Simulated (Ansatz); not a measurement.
**Structure relaxation, Ga2O3**

The start is a relaxed Ga2O3 cell shaken by Gaussian noise of σ = 0.08 Å a coordinate. The structure is fully relaxed (lattice and positions, P = 0) with r2SCAN (plane waves to 500 eV, PAW, scalar-relativistic; Ansatz, a first-principles code). The first steps use a coarse 8×8×4 k-mesh.

Initial structure:
```
Ga2O3
1.0
    6.12784    -1.51953     0.00000
    6.12784     1.51953     0.00000
   -1.38609     0.00000     5.64055
Ga O
4 6
Direct
  0.09838   0.08723   0.79438
  0.90184   0.92342   0.20789
  0.69691   0.63410   0.29691
  0.35122   0.33658   0.70051
  0.17110   0.14531   0.09851
  0.85433   0.82322   0.90816
  0.18278   0.15897   0.55791
  0.79975   0.82289   0.41099
  0.49671   0.48937   0.25757
  0.50924   0.49442   0.74019
```

```yaml
largest_initial_force: 4.32 eV/Å, on O8 (atoms numbered as listed)
energy_released: 84 meV/atom
relative_to_the_parent: It relaxes back to the parent, C2/m (No. 12)
Shortest distances (start → end): "The closest pairs of elements (up to four, under 3.6 Å), start → end: Ga–O 1.76 → 1.83 Å; O–O 2.55 → 2.61 Å; Ga–Ga 3.04 → 3.04 Å"
optimiser_moves: 6
```

Relaxed structure:

```cif
data_Ga8O12
_chemical_formula_sum 'Ga8 O12'
_space_group_name_H-M_alt 'C2/m'
_space_group_IT_number 12
_space_group_name_Hall '-C 2y'
_cell_length_a 12.25548
_cell_length_b 3.03908
_cell_length_c 5.80832
_cell_angle_alpha 90.000
_cell_angle_beta 103.806
_cell_angle_gamma 90.000
loop_
_atom_site_label
_atom_site_type_symbol
_atom_site_symmetry_multiplicity
_atom_site_Wyckoff_symbol
_atom_site_fract_x
_atom_site_fract_y
_atom_site_fract_z
_atom_site_occupancy
Ga1 Ga 4 i 0.09052 0.00000 0.29478 1
Ga2 Ga 4 i 0.34127 0.00000 0.18553 1
O1 O 4 i 0.16422 0.00000 0.60915 1
O2 O 4 i 0.17334 0.00000 0.06352 1
O3 O 4 i 0.00371 0.50000 0.24376 1
```
(The calculation used a cell of 10 atoms; values per cell refer to that cell.)

Final values are on a 11×11×6 k-mesh of the relaxed cell. No spin polarisation in the result.

The first start was generated by placing the elements on the sites of a structure type. A measured structure of Ga2O3 has the same space group, C2/m (No. 12); the sites were not compared with it.
